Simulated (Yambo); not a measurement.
Material: BP (zinc blende, space group F-43m, No. 216) under isotropic strain of -3 % on all lattice vectors; a = b = c = 3.1007 Å, α = β = γ = 60.00° (2 atoms in the cell). The PBEsol cell relaxed from Materials Project entry mp-1479 was given an isotropic strain of -3 % on all lattice vectors, and the atoms were relaxed again.

With norm-conserving PBEsol (Quantum ESPRESSO, 76 Ry, scalar-relativistic), the gap between the mesh's edge points (Γ → X) is 1.030 eV.

**Question.** By how much does one-shot G0W0 (Yambo; 6×6×6 Γ-centred k mesh, 84 bands and a 14 Ry block in the screening, 84 bands in G with the Bruneval-Gonze terminator, plasmon pole fitted at 27.2 eV) open this gap, and what gap results?

**Answer.** The correction is 0.832 eV, giving 1.861 eV, 1.8 times the PBEsol value.  Convergence of the G0W0 settings was not tested.
